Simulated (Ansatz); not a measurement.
## Bi (Im-3m), a film clamped to a substrate

All numbers below come from Ansatz, DFT r2SCAN, scalar-relativistic, plane waves, PAW. Settings: plane waves to 500 eV, k-mesh 18×18×18 (Γ-centred), Gaussian smearing 0.15 eV. Spin–orbit coupling is left out, which can shift energies with elements as heavy as these. No spin polarisation. Energies are free energies at this smearing, counted from the undisturbed cell; pressure is positive in compression.

The undisturbed cell (as given, not relaxed at this level; it stands at 0.1 GPa; this bcc form isn't the usual structure):

```xyz
1
Lattice="-1.9814 1.9814 1.9814 1.9814 -1.9814 1.9814 1.9814 1.9814 -1.9814" Properties=species:S:1:pos:R:3 pbc="T T T"
Bi    0.0000    0.0000    0.0000
```

The cell (1 atom, V0 = 31.12 Å³) is strained by p along both x and y and by q along z, fractional coordinates fixed. τp = (1/V0) ∂E/∂p = (σxx + σyy)(1 + p)(1 + q) and τq = (1/V0) ∂E/∂q = σzz(1 + p)², with tension positive.

```
     p q  ΔE (meV/atom)  τp (GPa)  τq (GPa)
 0.000   0.000           0.00     -0.11     -0.05
-0.030   0.000          22.73     -8.03     -3.39
 0.030   0.000          17.47      5.81      2.86
 0.000  -0.030           6.14     -3.49     -2.08
 0.000   0.030           4.94      2.77      1.68
```

Q: Get the second derivatives of the energy density.

A: Central differences give A = ∂τp/∂p = 231 GPa (C11 + C22 + 2 C12), C = ∂τq/∂q = 63 GPa (C33) and the cross term B = ∂τq/∂p = 104 GPa (C13 + C23); ∂τp/∂q = 104 GPa must equal B, and any difference shows higher-order terms. Steps this large leave an error of some per cent of A or C in all of these, which can swamp a small B. The ions are clamped. In a cubic crystal C11 = C = 63, C12 = B/2 = 52 GPa and A should be 2(C11 + C12) = 229 GPa; the bulk modulus is (C11 + 2 C12)/3 = 56 GPa.

Q: A film of this crystal grows with z along the normal on a substrate that imposes p. How does its thickness respond, and what does the misfit cost?

A: Count p and q from the stress-free cell. A free surface needs τq = 0, so q = −(B/C) p = -1.67 p. The energy density left is (A − B²/C) p²/2 = M p², with the biaxial modulus M = 28.6 GPa (a small difference of large numbers, so errors of a few per cent in A, B and C become tens of per cent in M); a misfit of 1 % costs 0.55 meV/atom, against 2.24 meV/atom if the thickness were held.

In a metal these slopes depend on the k mesh and the smearing.